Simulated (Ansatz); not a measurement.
An Ansatz (an electronic-structure program) run. Input:

Ansatz 0.2 input:
```yaml
crystal:
  lattice:
    - [2.8880647191, 0.0, 0.0]
    - [-1.4440323596, 2.5011374145, 0.0]
    - [0.0, 0.0, 4.5686741927]
  atoms:
    - { symbol: Ti, position: [0.3333333333, 0.6666666667, 0.75] }
    - { symbol: Ti, position: [0.6666666667, 0.3333333333, 0.25] }
kpoints:
  mp_grid: { grid: [34, 34, 19] }
hamiltonian:
  xc: pbe
  dispersion: d3bj
  pseudopotentials: { kind: paw }
scf:
  occupations: { method: fermi_dirac, width: 0.1 }
elastic: { mode: relaxed_ion, stencil: two_point, amplitude: 0.005, f_tol: 0.0005 }
```

Output (shortened):

```
Pseudopotential: Ti, paw, valence charge 12
Functional definition: PBE
Crystal: 2 atoms, lattice volume = 33.002 Å³
Basis set: ecut = 420 eV, 627 PW (Γ), exchange–correlation on 40×40×64 points (8 copies of the dense FFT grid, shifted against one another)
Bands: 16, of which v1, the nominal top of the filled ones, is band 12 counted from 1 (11 counted from 0)
Symmetry: 24 space group operations
Space group: P63/mmc (ITA 194), of the structure as read, at distance tolerance 3.2e-5 Å
k-points: 1140 of 21964
automatic band count: the SCF goes on with 20 bands, as 16 were too few: the levels above may hold too much charge
SCF 1 converged in 8 iterations: F = -5000.603259 eV  dr2 = 4.70e-15
Crystal: 2 atoms, lattice volume = 32.837 Å³
Bands: 20, of which v1, the nominal top of the filled ones, is band 12 counted from 1 (11 counted from 0)
Symmetry: 8 space group operations
k-points: 3070 of 21964
SCF 2 converged in 9 iterations: F = -5000.602636 eV  dr2 = 2.88e-15
relax step   1: F+E_penalty+E_count = -5000.60263573 eV  Δ(F+E_penalty+E_count) = +0.000e0 eV  max|allowed force component| = 1.483e-2 eV/Å  Δτ_max = 0.0000 Å  (9 SCF iters, accepted)
Crystal: 2 atoms, lattice volume = 32.837 Å³
SCF 3 converged in 7 iterations: F = -5000.602716 eV  dr2 = 3.36e-15
relax step   2: F+E_penalty+E_count = -5000.60271636 eV  Δ(F+E_penalty+E_count) = -8.063e-5 eV  max|allowed force component| = 3.934e-3 eV/Å  Δτ_max = 0.0043 Å  (7 SCF iters, accepted)
Crystal: 2 atoms, lattice volume = 32.837 Å³
SCF 4 converged in 6 iterations: F = -5000.602722 eV  dr2 = 2.68e-14
relax step   3: F+E_penalty+E_count = -5000.60272242 eV  Δ(F+E_penalty+E_count) = -6.063e-6 eV  max|allowed force component| = 2.024e-4 eV/Å  Δτ_max = 0.0015 Å  (6 SCF iters, accepted)
Crystal: 2 atoms, lattice volume = 32.837 Å³
SCF 5 converged in 11 iterations: F = -5000.602722 eV  dr2 = 0.0
Crystal: 2 atoms, lattice volume = 33.167 Å³
SCF 6 converged in 8 iterations: F = -5000.602823 eV  dr2 = 9.16e-14
relax step   1: F+E_penalty+E_count = -5000.60282293 eV  Δ(F+E_penalty+E_count) = +0.000e0 eV  max|allowed force component| = 1.509e-2 eV/Å  Δτ_max = 0.0000 Å  (8 SCF iters, accepted)
Crystal: 2 atoms, lattice volume = 33.167 Å³
SCF 7 converged in 7 iterations: F = -5000.602908 eV  dr2 = 5.93e-15
relax step   2: F+E_penalty+E_count = -5000.60290826 eV  Δ(F+E_penalty+E_count) = -8.532e-5 eV  max|allowed force component| = 6.727e-4 eV/Å  Δτ_max = 0.0059 Å  (7 SCF iters, accepted)
Crystal: 2 atoms, lattice volume = 33.167 Å³
SCF 8 converged in 10 iterations: F = -5000.602908 eV  dr2 = 0.0
relax step   3: F+E_penalty+E_count = -5000.60290843 eV  Δ(F+E_penalty+E_count) = -1.708e-7 eV  max|allowed force component| = 2.613e-6 eV/Å  Δτ_max = 0.0003 Å  (10 SCF iters, accepted)
Crystal: 2 atoms, lattice volume = 33.167 Å³
SCF 9 converged in 12 iterations: F = -5000.602908 eV  dr2 = 0.0
Crystal: 2 atoms, lattice volume = 32.837 Å³
SCF 10 converged in 7 iterations: F = -5000.602403 eV  dr2 = 2.73e-15
Crystal: 2 atoms, lattice volume = 33.167 Å³
SCF 11 converged in 5 iterations: F = -5000.603063 eV  dr2 = 8.34e-14
Crystal: 2 atoms, lattice volume = 33.001 Å³
Symmetry: 4 space group operations
k-points: 5662 of 21964
SCF 12 converged in 9 iterations: F = -5000.603155 eV  dr2 = 9.88e-15
relax step   1: F+E_penalty+E_count = -5000.60315495 eV  Δ(F+E_penalty+E_count) = +0.000e0 eV  max|allowed force component| = 3.918e-5 eV/Å  Δτ_max = 0.0000 Å  (9 SCF iters, accepted)
Crystal: 2 atoms, lattice volume = 33.001 Å³
SCF 13 converged in 13 iterations: F = -5000.603155 eV  dr2 = 0.0
Crystal: 2 atoms, lattice volume = 33.001 Å³
SCF 14 converged in 9 iterations: F = -5000.603155 eV  dr2 = 1.38e-14
relax step   1: F+E_penalty+E_count = -5000.60315495 eV  Δ(F+E_penalty+E_count) = +0.000e0 eV  max|allowed force component| = 3.917e-5 eV/Å  Δτ_max = 0.0000 Å  (9 SCF iters, accepted)
Crystal: 2 atoms, lattice volume = 33.001 Å³
SCF 15 converged in 13 iterations: F = -5000.603155 eV  dr2 = 0.0
SCF converged after 8 iterations
Free energy (F): -5000.603259 eV
Harris-Foulkes:  -5000.603259 eV  (|F-HF|=9.09e-13)
Internal energy: -5000.531060 eV  (E = F + TS)
E sigma→0 (E₀):  -5000.567159 eV
Entropy (-TS):   -0.072200 eV (-36.100 meV/atom)
Fermi energy:    14.188835 eV
--- Per-component energies (eV) ---
  E_band       = -293.757673
  E_kinetic    = 547.611731
  E_local      = -1569.431945  (includes V_loc(G=0)·N_el)
  E_nonlocal   = 16.345159
  E_hartree    = 649.636289
  E_xc         = -195.845503
  E_vxc        = -245.111395  (∫ρ·V_xc dr)
  E_paw        = -2095.582774  (= ΣΔE_a)
  E_vpaw       = -342.444022  (= ΣTr[D̂ρ^β])
  E_aug_tail   = 0.000222  (compensation charges beyond the density's cutoff)
  E_ewald      = -2351.994510
  E_disp       = -1.269727  (pairwise vdW)
  E_smearing   = -0.072200  (= −TS)
  E_closure    = 0.000000  (closes the sum)
  Σ components = -5000.603259   (vs F -5000.603259, Δ=0.00e0)
--- Forces (eV/Å), atoms counted from 1 ---
  atom   1  Ti     0.00000000     0.00000000     0.00000000
  atom   2  Ti     0.00000000     0.00000000     0.00000000
  max |Σ_I F_I| component: 7.40e-17 eV/Å
--- Stress (GPa, compression-positive) ---
        0.086022       0.000000       0.000000
        0.000000       0.086022       0.000000
        0.000000       0.000000       0.316755
  P = ⅓ Tr σ = 0.1629 GPa (1.629 kbar)
--- Band table (eV; the first three rows and the last of 1140) ---
  k-point 0: bands = ["-42.5127", "-42.3418", "-19.1789", "-18.4336", "-18.4336", "-18.3371", "-18.3149", "-18.3149", "7.9151", "11.4002", "15.0116", "15.0116", "15.1302", "15.1551", "15.5537", "15.5537", "15.9315", "15.9315", "17.5820", "17.5820"]
  k-point 1: bands = ["-42.5116", "-42.3430", "-19.1734", "-18.4328", "-18.4328", "-18.3431", "-18.3157", "-18.3157", "7.9398", "11.3915", "14.9975", "14.9975", "15.0832", "15.1409", "15.5392", "15.5392", "15.9621", "15.9621", "17.5845", "17.5845"]
  k-point 2: bands = ["-42.5081", "-42.3465", "-19.1571", "-18.4304", "-18.4304", "-18.3609", "-18.3182", "-18.3182", "8.0136", "11.3630", "14.9538", "14.9616", "14.9616", "15.0988", "15.4975", "15.4975", "16.0469", "16.0469", "17.5900", "17.5900"]
  k-point 1139: bands = ["-42.3278", "-42.3273", "-18.9675", "-18.9663", "-18.7634", "-18.7409", "-18.4568", "-18.4551", "12.8146", "12.8491", "13.1156", "13.1315", "14.0060", "14.0192", "15.9269", "16.0529", "17.5815", "17.5987", "21.3000", "21.3386"]
--- Elastic constants: 3 strain directions × 2 members + reference (group order 24) ---
  dense FFT box of the reference and of every strained cell: 20×20×32
  strains applied: 11, 33, 23; error gains …
  pairwise dispersion correction: d3bj (s6 = 1.0, s8 = 0.7875, a1 = 0.4289, a2_bohr = 4.4407), with the weights of each atom's references fixed at the …
  C = ∂σ_k/∂η_j (tension-positive GPa; Voigt order 11 22 33 23 13 12):
       172.510    104.630     82.034      0.000      0.000      0.000
       104.630    172.510     82.034      0.000      0.000      0.000
        82.281     82.281    204.688      0.000      0.000      0.000
         0.000      0.000      0.000     40.554      0.000      0.000
         0.000      0.000      0.000      0.000     40.554      0.000
         0.000      0.000      0.000      0.000      0.000     33.940
  reference stress σ⁰ (GPa):     -0.086     -0.086     -0.317      0.000      0.000      0.000
  moduli (Voigt/Reuss/Hill, GPa): K = 120.84/120.79/120.82   G = 41.73/39.99/40.86   E = 110.16   ν = 0.348
  mechanically stable: yes (min eigenvalue of sym C = 33.94 GPa)
  strain η (Voigt 11):  stress-route row diagonal C_11 = 172.51 GPa, energy-path curvature d²(F+E_count+ΔE)/dδ²/Ω₀ = 172.50 GPa
         δ    σ_11 (GPa)             F (eV)   n_scf  n_hpsi   n_pw
    -5.000e-3      -0.9630       -5000.6027224      11  1076157    664   relax 3 steps, max|allowed force component| 2.02e-4 eV/Å
     5.000e-3       0.7621       -5000.6029084      12  1147330    673   relax 3 steps, max|allowed force component| 2.61e-6 eV/Å
  strain η (Voigt 33):  stress-route row diagonal C_33 = 204.69 GPa, energy-path curvature d²(F+E_count+ΔE)/dδ²/Ω₀ = 204.69 GPa
         δ    σ_33 (GPa)             F (eV)   n_scf  n_hpsi   n_pw
    -5.000e-3      -1.3529       -5000.6024026       7  341921    667   relax 0 steps, max|allowed force component| 1.57e-16 eV/Å
     5.000e-3       0.6940       -5000.6030629       5  264192    671   relax 0 steps, max|allowed force component| 2.78e-17 eV/Å
  strain η (Voigt 23):  stress-route row diagonal C_44 = 40.55 GPa, energy-path curvature d²(F+E_count+ΔE)/dδ²/Ω₀ = 40.66 GPa
         δ    σ_23 (GPa)             F (eV)   n_scf  n_hpsi   n_pw
    -5.000e-3      -0.2028       -5000.6031549      13  2205866    668   relax 1 steps, max|allowed force component| 3.92e-5 eV/Å
     5.000e-3       0.2028       -5000.6031549      13  2205698    668   relax 1 steps, max|allowed force component| 3.92e-5 eV/Å
```

Cost: around 29 core-minutes (rough) on shared cores.

Space group P6_3/mmc (hcp (Mg type)). Symmetry was held in the PBE+D3(BJ) relaxation. The run is not spin-polarised. The pairwise dispersion correction was not fitted to metals. As this level gives no gap, shear constants depend on the k-mesh and smearing (Fermi–Dirac, 0.1 eV here). Axis ratios of metals converge slowly with the k-mesh, so a and c are less sure than the volume. On the denser mesh and wider smearing of the elastic run this cell carries a stress of 0.3 GPa.

Potentials: the later of the program's two PAW sets.

Ansatz is a plane-wave DFT program.
